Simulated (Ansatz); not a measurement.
Cs₄Fe₂O₅ — coordination and ¹⁷O quadrupole coupling

Cell: a Materials Project structure (computed, not necessarily an observed phase), atoms as given.

```
Cs Fe O
1.0
     3.72357   -9.08540    0.00000
     3.72357    9.08540    0.00000
    -2.22020    0.00000    7.38531
Cs Fe O
8 4 10
Direct
  0.53600 0.46400 0.75000
  0.46400 0.53600 0.25000
  0.98162 0.01838 0.75000
  0.01838 0.98162 0.25000
  0.47559 0.83430 0.61563
  0.16570 0.52441 0.88437
  0.52441 0.16570 0.38437
  0.83430 0.47559 0.11563
  0.30730 0.99293 0.90253
  0.00707 0.69270 0.59747
  0.69270 0.00707 0.09747
  0.99293 0.30730 0.40253
  0.27058 0.96990 0.64396
  0.03010 0.72942 0.85604
  0.72942 0.03010 0.35604
  0.96990 0.27058 0.14396
  0.50000 0.00000 0.00000
  0.00000 0.50000 0.50000
  0.64063 0.80208 0.96661
  0.19792 0.35937 0.53339
  0.35937 0.19792 0.03339
  0.80208 0.64063 0.46661
```

Atom numbers follow the list; atoms alike are taken as one site, whose name carries the number of the first.

The numbers come from a DFT calculation in Ansatz (PBE+U (U = 4.0 eV on Fe d), plane waves and PAW, scalar-relativistic, collinear spin, 420 eV cutoff, Γ-centred 3×3×3 k-points, Fermi–Dirac smearing 0.02 eV). Start moments as typed (μB): 0 0 0 0 0 0 0 0 -5 5 5 -5 0 0 0 0 0 0 0 0 0 0 by atom. The program fits them to the shells of the files, so those used differ somewhat.

Q(¹⁷O) = -25.58 mb.

Problem. Order the O environments from the weakest to the strongest quadrupole coupling.
A. O19: 1 Fe at 1.82 Å; also 6 Cs at 2.90–3.23 Å
B. O13: 2 Fe at 1.94–1.95 Å, angle 90°; also 2 Cs at 3.00–3.12 Å
C. O17: 2 Fe at 1.91 Å, angle 180°; also 4 Cs at 3.12–3.16 Å

Solution. A (1.22 MHz, η = 0.27), B (1.87 MHz, η = 0.80), C (3.14 MHz, η = 0.23).

At O19 V_zz points along its bond to Fe (within 3°). At O17 V_zz points along the line of its two bonds (within 1°). Like point charges on the first shell alone (each adding as 1/d³) would give another order (O13 < O19 < O17): the covalent part of each bond and the atoms beyond the first shell count as well.

The largest force is 0.4 eV/Å, so the atoms aren't at the calculated equilibrium and relaxing them would move these values. The magnetic order is the one that the run reached from its start moments, not necessarily the measured one.
